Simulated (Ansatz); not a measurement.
Total density of states per atom from plane-wave PAW PBEsol (Ansatz code), in 0.25 eV bins, energy from the Fermi level:

(E (eV), states/eV/atom): (-7.85, 0.00); (-7.60, 0.00); (-7.35, 0.00); (-7.10, 0.00); (-6.85, 0.00); (-6.60, 0.00); (-6.35, 0.00); (-6.10, 0.00); (-5.85, 0.00); (-5.60, 0.04); (-5.35, 0.36); (-5.10, 0.44); (-4.85, 0.64); (-4.60, 1.30); (-4.35, 0.83); (-4.10, 0.62); (-3.85, 0.46); (-3.60, 0.64); (-3.35, 0.67); (-3.10, 0.97); (-2.85, 1.77); (-2.60, 1.69); (-2.35, 0.88); (-2.10, 0.75); (-1.85, 0.78); (-1.60, 0.88); (-1.35, 0.91); (-1.10, 0.51); (-0.85, 0.33); (-0.60, 0.24); (-0.35, 0.16); (-0.10, 0.14); (0.15, 0.26); (0.40, 0.48); (0.65, 0.91); (0.90, 0.73); (1.15, 0.48); (1.40, 0.70); (1.65, 1.88); (1.90, 1.45); (2.15, 1.08); (2.40, 0.00); (2.65, 0.00); (2.90, 0.21); (3.15, 1.02); (3.40, 1.25); (3.65, 0.99); (3.90, 0.90); (4.15, 0.67); (4.40, 0.25); (4.65, 0.03)

**Question.** Which of these materials gives this?
A) TiSi, Pnma (Ti on 4c, Si on 4c)
B) TiS2, CdI2 type
C) SrTiO3, I4/mcm (Sr on 4b, Ti on 4c, O on 8h, O on 4a)
D) TiAs, CsCl type

**Answer.** B, TiS2, CdI2 type. Within 0.5 eV of the Fermi level: Ti 3d 57 %, S 3p 38 %. Projections are on Löwdin-orthogonalised atomic valence shells; empty p or d shells of many metals are not among them.

Space group P-3m1 (CdI2 type). Symmetry was held in the PBEsol relaxation. The workflow began spin-polarised and lost its moments. A crystal of weakly bound layers computed without a dispersion correction: the cell and the soft elastic constants depend strongly on that.

Potentials: the earlier of the program's two PAW sets. The files were generated under PBE; for other functionals the program regenerates the frozen cores, and for LDA and PBEsol the local potential too.
